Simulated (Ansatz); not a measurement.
Question: Each is relaxed and computed with r²SCAN (plane waves, PAW; program Ansatz). Which is the only metal?
(A) As2Ru, Pnnm (As on 4g, Ru on 2a)
(B) GeTePt, P2_13 (Ge on 4a, Te on 4a, Pt on 4a)
(C) GaGeTe, R-3m (Ga on 6c, Ge on 6c, Te on 6c)
(D) HfGeRu, P-62m (Hf on 3g, Ge on 2c, Ge on 1b, Ru on 3f)

Answer: D, HfGeRu, P-62m (Hf on 3g, Ge on 2c, Ge on 1b, Ru on 3f). HfGeRu: metal; GeTePt: gap 0.37 eV (indirect); As2Ru: gap 0.57 eV (indirect); GaGeTe: gap 0.60 eV (direct). Standing as an ambient phase not checked: HfGeRu, P-62m (Hf on 3g, Ge on 2c, Ge on 1b, Ru on 3f); GeTePt, P2_13 (Ge on 4a, Te on 4a, Pt on 4a); As2Ru, Pnnm (As on 4g, Ru on 2a); GaGeTe, R-3m (Ga on 6c, Ge on 6c, Te on 6c). Weakly bound layers, chains or molecules computed without a dispersion correction, so cells and soft constants are ill determined: GaGeTe, R-3m (Ga on 6c, Ge on 6c, Te on 6c). All cells were relaxed under the symmetry of their starts (and spin orders); stability against distortions was not tested throughout. Rows with no word on spin ran without spin polarisation. Scalar-relativistic: spin–orbit coupling is off unless named, which matters more the heavier the elements.

Potentials: the earlier of the program's two PAW sets.
